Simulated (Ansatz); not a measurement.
# Computed properties of Rh

```
Rh
1.0
     0.00000    1.90155    1.90155
     1.90155    0.00000    1.90155
     1.90155    1.90155    0.00000
Rh
1
Direct
  0.00000 0.00000 0.00000
```

The cell comes from COD entry 9008482, which wasn't checked; take it as a given geometry.

The calculation used Ansatz 0.2.0, DFT, PBEsol, all-electron LAPW, scalar-relativistic.

The runs use a Γ-centred 16×16×16 k mesh, Fermi–Dirac smearing of 0.08 eV, basis error target 1 meV/atom, no spin polarisation.

```
Pressure at this cell : -4.89 GPa
Volume per atom       : 13.75 Å³
```

(1) Give the computed value. Band gap.

(2) Give the computed value. Density of states at the Fermi level (0.2 eV bin).

Results:

(1) none: with an odd electron count and no spin polarisation the bands can't all be full, a metal in this set-up (spin order or a larger cell could open a gap).

(2) 1.28 states/eV per cell.
